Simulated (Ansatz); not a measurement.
Y:
```yaml
crystal:
  lattice:
    - [-1.98633, 1.98633, 1.98633]
    - [1.98633, -1.98633, 1.98633]
    - [1.98633, 1.98633, -1.98633]
  atoms:
    - { symbol: Y, position: [0.00000, 0.00000, 0.00000] }
```

Relaxed with PBEsol. Special points in fractions of this cell's reciprocal vectors: Γ (0.000, 0.000, 0.000); H (0.500, -0.500, 0.500); N (0.000, 0.000, 0.500); P (0.250, 0.250, 0.250).

List the band energies nearest the Fermi level at these points for PBEsol (plane waves, PAW; program Ansatz).

In eV from the Fermi level; about four levels below and three above (degenerate sets whole), none deeper than 8.9 eV; points with the same levels are listed once.

| k | below | above |
|---|---|---|
| Γ | -4.86 | 1.69 1.69 1.69 |
| H | -1.58 -1.58 | 5.56 5.56 5.56 |
| N | -2.07 | 0.12 0.89 3.68 |
| P | -0.17 -0.17 -0.17 | 4.48 4.48 5.41 |

Space group Im-3m (bcc (W type)). The start of the workflow was typed in or built on a structure type; neither database checked (COD, Materials Project) lists it. It is not the phase usual at ambient conditions (space group No. 194). The PBEsol relaxation kept the symmetry of its start. At this level the phase is dynamically unstable (imaginary phonons). No spin polarisation was allowed. Spin–orbit coupling is left out wherever it is not named.

Potentials: the later of the program's two PAW sets.
